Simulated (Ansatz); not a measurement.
Si2Mo:
```xyz
3
Lattice="0.0000 2.9285 2.9285 2.9285 0.0000 2.9285 2.9285 2.9285 0.0000" Properties=species:S:1:pos:R:3 pbc="T T T"
Mo     0.0000     0.0000     0.0000
Si     1.4642     1.4642     1.4642
Si     4.3927     4.3927     4.3927
```

Relaxed with PBE. Special points in fractions of this cell's reciprocal vectors: Γ (0.000, 0.000, 0.000); X (0.500, 0.000, 0.500); U (0.625, 0.250, 0.625); K (0.375, 0.375, 0.750); L (0.500, 0.500, 0.500); W (0.500, 0.250, 0.750).

List the band energies nearest the Fermi level at these points for plane-wave PAW PBE (Ansatz code).

In eV from the Fermi level; about four levels below and three above (degenerate sets whole), none deeper than 8.9 eV; points with the same levels are listed once.

```csv
k,below,above
Γ,-4.40 -4.40 -4.40 -2.29 -1.06 -1.06,3.80 3.80 3.80
X,-2.84 -2.84 -1.19 -1.19 -0.67,0.17 4.41 5.73
U,-3.52 -2.84 -1.79 -0.79,0.28 0.66 4.17
L,-0.44 -0.44 -0.18 -0.18,0.97 5.28 6.08 6.08
W,-1.82 -1.82 -1.18 -0.06,1.20 4.62 4.62
```

Space group Fm-3m (fluorite or antifluorite type). The cell is a constructed one: a structure type filled with these elements; neither database checked (COD, Materials Project) lists it. It is not the phase usual at ambient conditions (space group No. 139). The PBE relaxation kept the symmetry of its start; its stability against distortions is not shown here. The run is not spin-polarised. Scalar-relativistic: spin–orbit coupling is off unless named, which matters more the heavier the elements.

Potentials: the later of the program's two PAW sets.
